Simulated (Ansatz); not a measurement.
A geometry of Ni away from equilibrium: the start of the relaxation of a generated trial cell of Ni in the AFLOW prototype A_hR12_166_2h (as in B). All values below come from PBEsol (plane waves to 420 eV, PAW, scalar-relativistic; Ansatz, a program for electronic structure). Γ-centred k-mesh 6×6×6 on the run's cell (coarser than for final values), Fermi–Dirac smearing 0.05 eV.

```xyz
12
Lattice="2.8075 1.6209 4.7919 -2.8075 1.6209 4.7919 0.0000 -3.2419 4.7919" Properties=species:S:1:pos:R:3:forces:R:3 pbc="T T T" free_energy=-69635.726 pressure_GPa=94.7
Ni    -1.8162     1.0486     3.2494    4.3938   -2.5368   -3.4391
Ni     0.0000    -2.0971     3.2494    0.0000    5.0735   -3.4391
Ni     1.8162     1.0486     3.2494   -4.3938   -2.5368   -3.4391
Ni     1.8162    -1.0486    11.1264   -4.3938    2.5368    3.4391
Ni     0.0000     2.0971    11.1264    0.0000   -5.0735    3.4391
Ni    -1.8162    -1.0486    11.1264    4.3938    2.5368    3.4391
Ni    -1.1559     0.6673     5.1441    7.0991   -4.0987    1.6496
Ni     0.0000    -1.3347     5.1441    0.0000    8.1974    1.6496
Ni     1.1559     0.6673     5.1441   -7.0991   -4.0987    1.6496
Ni     1.1559    -0.6673     9.2317   -7.0991    4.0987   -1.6496
Ni     0.0000     1.3347     9.2317    0.0000   -8.1974   -1.6496
Ni    -1.1559    -0.6673     9.2317    7.0991    4.0987   -1.6496
```

Positions in Å, forces in eV/Å, free energy of the cell in eV (comparable only within this code, potentials and settings). Largest force: 8.36 eV/Å, on Ni7, Ni8, Ni9, Ni10, Ni11, Ni12 (atoms numbered as listed); the geometry lies 1.22 eV/atom above the end of its relaxation.

Spin-polarised start, with parallel moments on Ni.

Spin state reached: ferromagnetic (net 0.69 μB/atom), from parallel starting moments; other spin orders were not run from this start.

The run could not lose the symmetry of its start: the end is stationary, and may be a saddle point rather than a minimum.

The end of the path is a generated cell of Ni: the first start was made by placing the elements on the sites of a structure type, and the end was not matched to a known phase here, so it may be hypothetical. Known forms of Ni include space group No. 225.
